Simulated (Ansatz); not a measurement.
SnTeO3:
```
CELL_PARAMETERS angstrom
      2.76234     1.59484    10.02570
     -2.76234     1.59484    10.02570
      0.00000    -3.18967    10.02570
ATOMIC_POSITIONS crystal
  Sn 0.72060 0.72060 0.72060
  Sn 0.22060 0.22060 0.22060
  Te 0.95382 0.95382 0.95382
  Te 0.45382 0.45382 0.45382
  O  0.60396 0.96587 0.20545
  O  0.96587 0.20545 0.60396
  O  0.20545 0.60396 0.96587
  O  0.70545 0.46587 0.10396
  O  0.46587 0.10396 0.70545
  O  0.10396 0.70545 0.46587
```

Relaxed with PBE. Special points in fractions of this cell's reciprocal vectors: Γ (0.000, 0.000, 0.000); T (0.500, 0.500, 0.500); H2 (0.816, 0.184, 0.500); H0 (0.500, -0.184, 0.184); L (0.500, 0.000, 0.000); S0 (0.342, -0.342, 0.000); S2 (0.658, 0.000, 0.342); F (0.500, 0.000, 0.500).

List the band energies nearest the valence-band maximum at these points for DFT-PBE in the program Ansatz with PAW potentials.

In eV from the valence-band maximum; about four levels below and three above (degenerate sets whole), none deeper than 8.9 eV; points with the same levels are listed once.

| k | below | above |
|---|---|---|
| Γ | -1.64 -1.64 -0.41 0.00 | 2.80 2.80 3.70 |
| T | -1.64 -1.64 -1.64 -1.64 -0.18 -0.18 | 3.19 3.19 3.19 3.19 |
| H2 | -1.51 -1.51 -1.02 -1.02 | 2.88 2.88 3.48 3.48 |
| L | -1.52 -1.52 -0.87 -0.87 | 3.10 3.10 3.39 3.39 |
| S0 | -1.51 -1.51 -1.03 -1.01 | 2.84 2.96 3.32 |
| F | -1.53 -1.49 -1.06 -0.66 | 2.70 2.92 3.20 |

Space group R3c. The start of the workflow was typed in or built on a structure type; neither database checked (COD, Materials Project) lists it. Whether it is the stable phase at ambient conditions was not checked. The PBE relaxation kept the symmetry of its start; its stability against distortions is not shown here. The volume moved by 110 % from the start of the relaxation. Scalar-relativistic: spin–orbit coupling is off unless named, which matters more the heavier the elements.

Potentials: the earlier of the program's two PAW sets.
